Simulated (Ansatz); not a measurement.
Total density of states per atom from DFT-r²SCAN in the program Ansatz with PAW potentials, in 0.25 eV bins, energy from the Fermi level:

| E (eV) | states/eV/atom |
|---|---|
| -7.85 | 0.00 |
| -7.60 | 0.00 |
| -7.35 | 0.00 |
| -7.10 | 0.00 |
| -6.85 | 0.00 |
| -6.60 | 0.00 |
| -6.35 | 0.05 |
| -6.10 | 0.89 |
| -5.85 | 1.03 |
| -5.60 | 1.15 |
| -5.35 | 0.42 |
| -5.10 | 0.37 |
| -4.85 | 0.56 |
| -4.60 | 0.66 |
| -4.35 | 0.67 |
| -4.10 | 0.84 |
| -3.85 | 0.92 |
| -3.60 | 0.96 |
| -3.35 | 0.88 |
| -3.10 | 0.78 |
| -2.85 | 0.71 |
| -2.60 | 0.63 |
| -2.35 | 0.49 |
| -2.10 | 0.00 |
| -1.85 | 0.00 |
| -1.60 | 0.00 |
| -1.35 | 0.01 |
| -1.10 | 0.01 |
| -0.85 | 0.02 |
| -0.60 | 0.02 |
| -0.35 | 0.03 |
| -0.10 | 0.03 |
| 0.15 | 0.05 |
| 0.40 | 0.05 |
| 0.65 | 0.06 |
| 0.90 | 0.07 |
| 1.15 | 0.08 |
| 1.40 | 0.08 |
| 1.65 | 0.12 |
| 1.90 | 0.16 |
| 2.15 | 0.21 |
| 2.40 | 0.23 |
| 2.65 | 0.84 |
| 2.90 | 0.37 |
| 3.15 | 0.34 |
| 3.40 | 0.28 |
| 3.65 | 0.37 |
| 3.90 | 0.32 |
| 4.15 | 0.27 |
| 4.40 | 0.24 |
| 4.65 | 0.20 |
| 4.90 | 0.36 |

Task: Which of these materials gives this?
A) Cd15O16Sc, Im-3m (Pearson symbol cI64)
B) CdPt, L1₀ or tetragonal B2
C) SiO2, rutile
D) Li2O, anti-fluorite

Result: A, Cd15O16Sc, Im-3m (Pearson symbol cI64). Within 0.5 eV of the Fermi level: Cd 5s 48 %, O 2p 33 %, O 2s 13 %. Projections are on Löwdin-orthogonalised atomic valence shells; empty p or d shells of many metals are not among them.

The start of the workflow was typed in or built on a structure type; neither database checked (COD, Materials Project) lists it. Its standing as an ambient phase is unchecked. Symmetry was held in the r²SCAN relaxation; its stability against distortions is not shown here. No spin polarisation was allowed. With an odd number of electrons in the cell and no spin polarisation, the count alone makes it a metal. Spin–orbit coupling is left out wherever it is not named.

Potentials: the later of the program's two PAW sets.
